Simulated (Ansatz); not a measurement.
Ansatz input file:

```yaml
crystal:
  lattice:
    - [-7.727066, 3.833255, 1.908074]
    - [7.424744, 4.037008, -3.222545]
    - [-1.990542, -2.873698, -5.887897]
  atoms:
    - { symbol: Cu, position: [0.7408044149, 0.0140502601, 0.1526869798] }
    - { symbol: Cu, position: [0.9075184414, 0.5629083734, 0.5505006003] }
    - { symbol: Cu, position: [0.8977604872, 0.8585169874, 0.1964152318] }
    - { symbol: Cu, position: [0.9260549678, 0.3662455273, 0.2351797401] }
    - { symbol: Zn, position: [0.2842913677, 0.0735812103, 0.2761767091] }
    - { symbol: Zn, position: [0.2676233315, 0.4593584396, 0.2026773942] }
    - { symbol: Zn, position: [0.3867847078, 0.8373815518, 0.2206556765] }
    - { symbol: Zn, position: [0.0465517265, 0.7016432939, 0.2704604773] }
    - { symbol: Ag, position: [0.084233584, 0.7984170917, 0.9211207672] }
    - { symbol: Ag, position: [0.1232289991, 0.9664349321, 0.596673926] }
    - { symbol: Ag, position: [0.2520568033, 0.6425576516, 0.5436122625] }
    - { symbol: Ag, position: [0.6770575303, 0.1691758117, 0.469287699] }
    - { symbol: In, position: [0.9834388982, 0.4219282452, 0.8588429541] }
    - { symbol: In, position: [0.0700754639, 0.2314910562, 0.4885980991] }
    - { symbol: In, position: [0.016179184, 0.0923811819, 0.9326059868] }
    - { symbol: In, position: [0.4856697742, 0.6597155719, 0.9192120736] }
    - { symbol: Pb, position: [0.5012757373, 0.0327058405, 0.8453433753] }
    - { symbol: Pb, position: [0.5525047536, 0.3925614634, 0.6611760716] }
    - { symbol: Pb, position: [0.6665044, 0.79740266, 0.4948278825] }
    - { symbol: Pb, position: [0.6107340204, 0.4222269529, 0.1721283738] }
basis:
  ecutwfc: 420
kpoints:
  mp_grid: { grid: [4, 5, 5] }
hamiltonian:
  xc: pbe
scf:
  occupations: { method: gaussian, width: 0.1 }
  n_extra_bands: 10
output:
  forces: true
  stress: true
  eigenvalues: true
  populations: true
  dos:
    method: { smearing: { sigma: 0.1, scheme: gaussian } }
    projected: true
    de: 0.02
  write_density: true
  write_potential: true
  elf: true
  volumetric_format: npy
```

Command:
```bash
ansatz run input.yaml --threads 4 --pin off --max-ram 9216MiB --backend cpu --events-out ev --progress --plain --runs-dir out
```

Theory: Ansatz 0.2.0, DFT PBE, scalar-relativistic, plane waves, PAW.

Abridged output:

```
scf.n_extra_bands = 10 over 154 filled bands (N_el = 308.0): the run solves 164 bands
Pseudopotentials: kind: paw
Pseudopotential: Cu, paw, valence charge 19, recommended cutoff 420 eV (normal)
Pseudopotential: Zn, paw, valence charge 12, recommended cutoff 420 eV (normal)
Pseudopotential: Ag, paw, valence charge 19, recommended cutoff 420 eV (normal)
Pseudopotential: In, paw, valence charge 13, recommended cutoff 420 eV (normal)
Pseudopotential: Pb, paw, valence charge 14, recommended cutoff 420 eV (normal)
Functional definition: PBE
Crystal: 20 atoms, lattice volume = 422.011 Å³
Basis set: ecut = 420 eV, 8253 PW (Γ), exchange–correlation on 120×128×96 points (8 copies of the dense FFT grid, shifted against one another)
Bands: 164, of which v1, the nominal top of the filled ones, is band 154 counted from 1 (153 counted from 0)
Symmetry: 1 space group operations
Space group: P1 (ITA 1), of the structure as read, at distance tolerance 7.5e-5 Å
k-points: 51 of 100 (time reversal used)
Initial density: superposition of atomic densities (neutral atoms: chi_scale 0, normalization atom), corrected by the library's trained network
Initial wavefunctions: pseudopotential atomic-orbital guess
Functional: x = pbe(κ = 0.804, μ = 0.21951497), c = pbe(β = 0.06672455)
SCF iter   1: F=—  HF=-140154.182749 eV  |F-HF|=—  |Δ(HF+E_count)|=         —  Δρ=1.80e-3  dr2=5.77e-2  ethr=1.77e-3  ⟨swp⟩=5.0  Hψ=31609  notcnv=0
SCF iter   2: F=—  HF=-140154.180665 eV  |F-HF|=—  |Δ(HF+E_count)|=   2.08e-3  Δρ=1.40e-3  dr2=2.90e-2  ethr=1.87e-5  ⟨swp⟩=2.1  Hψ=14975  notcnv=0
SCF iter   3: F=—  HF=-140154.182673 eV  |F-HF|=—  |Δ(HF+E_count)|=   2.01e-3  Δρ=3.28e-3  dr2=3.93e-2  ethr=9.42e-6  ⟨swp⟩=2.0  Hψ=16063  notcnv=0
SCF iter   4: F=—  HF=-140154.175185 eV  |F-HF|=—  |Δ(HF+E_count)|=   7.49e-3  Δρ=4.63e-4  dr2=9.25e-4  ethr=9.42e-6  ⟨swp⟩=2.0  Hψ=15936  notcnv=0
SCF iter   5: F=—  HF=-140154.175079 eV  |F-HF|=—  |Δ(HF+E_count)|=   1.06e-4  Δρ=2.29e-4  dr2=2.42e-4  ethr=3.00e-7  ⟨swp⟩=2.0  Hψ=12217  notcnv=0
SCF iter   6: F=—  HF=-140154.175092 eV  |F-HF|=—  |Δ(HF+E_count)|=   1.31e-5  Δρ=2.10e-4  dr2=1.67e-4  ethr=7.87e-8  ⟨swp⟩=2.0  Hψ=15930  notcnv=0
SCF iter   7: F=—  HF=-140154.175073 eV  |F-HF|=—  |Δ(HF+E_count)|=   1.87e-5  Δρ=8.48e-5  dr2=3.94e-5  ethr=5.43e-8  ⟨swp⟩=2.0  Hψ=15930  notcnv=0
SCF iter   8: F=—  HF=-140154.175264 eV  |F-HF|=—  |Δ(HF+E_count)|=   1.91e-4  Δρ=4.04e-5  dr2=1.07e-5  ethr=1.28e-8  ⟨swp⟩=2.0  Hψ=9897  notcnv=0
SCF iter   9: F=—  HF=-140154.175265 eV  |F-HF|=—  |Δ(HF+E_count)|=   1.57e-7  Δρ=2.39e-5  dr2=2.53e-6  ethr=3.48e-9  ⟨swp⟩=2.1  Hψ=12393  notcnv=0
SCF iter  10: F=—  HF=-140154.175265 eV  |F-HF|=—  |Δ(HF+E_count)|=   1.64e-8  Δρ=2.26e-5  dr2=1.59e-6  ethr=8.20e-10  ⟨swp⟩=2.0  Hψ=16033  notcnv=0
SCF iter  11: F=—  HF=-140154.175264 eV  |F-HF|=—  |Δ(HF+E_count)|=   2.44e-7  Δρ=1.03e-5  dr2=3.78e-7  ethr=5.16e-10  ⟨swp⟩=2.0  Hψ=16083  notcnv=0
SCF iter  12: F=—  HF=-140154.175264 eV  |F-HF|=—  |Δ(HF+E_count)|=   9.66e-9  Δρ=3.84e-6  dr2=1.04e-7  ethr=1.23e-10  ⟨swp⟩=2.0  Hψ=10478  notcnv=0
SCF iter  13: F=-140154.175264 eV  HF=-140154.175264 eV  |F-HF|=6.46e-8  |Δ(HF+E_count)|=   2.44e-9  Δρ=3.72e-6  dr2=6.06e-8  ethr=3.25e-11  ⟨swp⟩=12.4  Hψ=68952  notcnv=0
SCF 1 converged in 13 iterations: F = -140154.175264 eV  dr2 = 6.06e-8
SCF converged after 13 iterations
Free energy (F): -140154.175264 eV
Harris-Foulkes:  -140154.175264 eV  (|F-HF|=6.46e-8)
Internal energy: -140154.138585 eV  (E = F + TS)
E sigma→0 (E₀):  -140154.156925 eV
Entropy (-TS):   -0.036679 eV (-1.834 meV/atom)
Fermi energy:    11.778514 eV
--- Per-component energies (eV) ---
  E_band       = -3072.149752
  E_kinetic    = 5953.138813
  E_local      = -50960.365423  (includes V_loc(G=0)·N_el)
  E_nonlocal   = 7198.618451
  E_hartree    = 22429.925098
  E_xc         = -3388.530924
  E_vxc        = -2533.132923  (∫ρ·V_xc dr)
  E_paw        = -87809.022275  (= ΣΔE_a)
  E_vpaw       = -7590.280686  (= ΣTr[D̂ρ^β])
  E_aug_tail   = 0.001185  (compensation charges beyond the density's cutoff)
  E_ewald      = -33577.903512
  E_smearing   = -0.036679  (= −TS)
--- Forces (eV/Å), atoms counted from 1 ---
  atom   1  Cu    -0.02822701    -0.08746232    -0.12530123
  atom   2  Cu    -0.02185934    -0.03293168    -0.04694126
  atom   3  Cu     0.08946397    -0.00936462     0.02326433
  atom   4  Cu    -0.01664775    -0.01398877    -0.01634336
  atom   5  Zn     0.00690711     0.05208992     0.04406577
  atom   6  Zn     0.05836213     0.06641033     0.00948687
  atom   7  Zn    -0.04631961     0.03722680     0.08878893
  atom   8  Zn    -0.04415989    -0.01706999     0.02919058
  atom   9  Ag     0.05957556    -0.02052663    -0.01671790
  atom  10  Ag     0.03717876    -0.02685553     0.04266333
  atom  11  Ag    -0.02341564    -0.02400167    -0.00802805
  atom  12  Ag    -0.00318859     0.04833303    -0.00233180
  atom  13  In     0.11865429     0.04978798    -0.00948003
  atom  14  In     0.00257799     0.01350548     0.05455256
  atom  15  In    -0.06794981    -0.07763696     0.02053701
  atom  16  In    -0.10803670     0.01503356    -0.00440208
  atom  17  Pb    -0.04010009     0.09825082    -0.04304250
  atom  18  Pb     0.06236692    -0.07815579    -0.03369215
  atom  19  Pb    -0.04120287     0.03979457     0.02477311
  atom  20  Pb     0.00602770    -0.03242835    -0.03103454
--- Stress (GPa, compression-positive) ---
       -0.196530       0.455210      -0.055126
        0.455210       0.602854       0.074958
       -0.055126       0.074958       0.314393
  P = ⅓ Tr σ = 0.2402 GPa (2.402 kbar)
--- Band table (eV; the first three rows and the last of 51) ---
  k-point 0: bands = ["-100.9563", "-100.8466", "-100.8216", "-100.7996", "-80.5787", "-80.5108", "-80.5000", "-80.4836", "-58.3724", "-58.3261", "-58.3070", "-58.2642", "-58.2372", "-58.2321", "-58.2209", "-58.2160", "-58.1963", "-58.1859", "-58.1521", "-58.1201", "-44.0679", "-44.0497", "-44.0438", "-44.0408", "-43.9996", "-43.9922", "-43.9860", "-43.9708", "-43.9582", "-43.9382", "-43.9323", "-43.9283", "-5.2608", "-5.2524", "-5.2210", "-5.1927", "-5.1744", "-5.1703", "-5.1585", "-5.1560", "-5.1477", "-5.1398", "-5.1356", "-5.1175", "-5.1050", "-5.0889", "-5.0596", "-5.0341", "-5.0259", "-5.0181", "-4.9977", "-4.9455", "-2.8631", "-2.8428", "-2.8263", "-2.8176", "-2.8018", "-2.7898", "-2. ...
  k-point 1: bands = ["-100.9563", "-100.8466", "-100.8216", "-100.7996", "-80.5787", "-80.5108", "-80.5000", "-80.4836", "-58.3724", "-58.3261", "-58.3070", "-58.2642", "-58.2372", "-58.2321", "-58.2209", "-58.2160", "-58.1963", "-58.1859", "-58.1521", "-58.1201", "-44.0679", "-44.0497", "-44.0438", "-44.0408", "-43.9996", "-43.9922", "-43.9860", "-43.9709", "-43.9582", "-43.9382", "-43.9323", "-43.9283", "-5.2520", "-5.2430", "-5.2152", "-5.1894", "-5.1765", "-5.1696", "-5.1605", "-5.1539", "-5.1471", "-5.1373", "-5.1306", "-5.1202", "-5.1049", "-5.0887", "-5.0586", "-5.0395", "-5.0284", "-5.0237", "-4.9998", "-4.9627", "-2.8672", "-2.8443", "-2.8265", "-2.8135", "-2.8007", "-2.7893", "-2. ...
  k-point 2: bands = ["-100.9563", "-100.8466", "-100.8216", "-100.7996", "-80.5787", "-80.5108", "-80.5000", "-80.4836", "-58.3724", "-58.3261", "-58.3070", "-58.2642", "-58.2372", "-58.2321", "-58.2209", "-58.2160", "-58.1963", "-58.1859", "-58.1521", "-58.1201", "-44.0679", "-44.0497", "-44.0438", "-44.0408", "-43.9996", "-43.9922", "-43.9860", "-43.9709", "-43.9582", "-43.9382", "-43.9323", "-43.9283", "-5.2474", "-5.2173", "-5.2017", "-5.1882", "-5.1742", "-5.1688", "-5.1582", "-5.1543", "-5.1464", "-5.1345", "-5.1248", "-5.1225", "-5.1040", "-5.0893", "-5.0559", "-5.0468", "-5.0341", "-5.0282", "-5.0131", "-4.9925", "-2.8701", "-2.8480", "-2.8240", "-2.8134", "-2.7999", "-2.7895", "-2. ...
  k-point 50: bands = ["-100.9563", "-100.8466", "-100.8216", "-100.7996", "-80.5787", "-80.5108", "-80.5000", "-80.4836", "-58.3724", "-58.3261", "-58.3070", "-58.2642", "-58.2372", "-58.2321", "-58.2209", "-58.2160", "-58.1963", "-58.1859", "-58.1521", "-58.1201", "-44.0679", "-44.0497", "-44.0438", "-44.0408", "-43.9996", "-43.9922", "-43.9860", "-43.9709", "-43.9582", "-43.9382", "-43.9323", "-43.9283", "-5.2562", "-5.2406", "-5.2141", "-5.1884", "-5.1740", "-5.1693", "-5.1629", "-5.1569", "-5.1473", "-5.1348", "-5.1309", "-5.1215", "-5.1043", "-5.0893", "-5.0588", "-5.0394", "-5.0283", "-5.0235", "-4.9989", "-4.9617", "-2.8665", "-2.8426", "-2.8253", "-2.8131", "-2.8005", "-2.7893", "-2 ...
--- Löwdin populations: 20 sites ---
  site symbol q [e]
     0     Cu     18.5962
     1     Cu     18.6975
     2     Cu     18.6701
     3     Cu     18.6964
     4     Zn     11.1178
     5     Zn     10.9894
     6     Zn     11.2004
     7     Zn     11.1442
     8     Ag     18.7292
     9     Ag     18.6928
    10     Ag     18.6783
    11     Ag     18.6825
    12     In     13.6742
    13     In     13.6797
    14     In     13.6623
    15     In     13.6039
    16     Pb     14.3485
    17     Pb     14.2262
    18     Pb     14.2764
    19     Pb     14.4756
  spilling = 0.007008 (of n_electrons = 308.000000)
```

The run converged.

It took 3.5 min on 4 threads of Intel(R) Xeon(R) Platinum 8175M CPU @ 2.50GHz (Skylake/Cascade Lake), with other jobs on the host, peak memory 3.5 GiB.

Spin-orbit coupling is left out, which matters for the bands of heavy elements.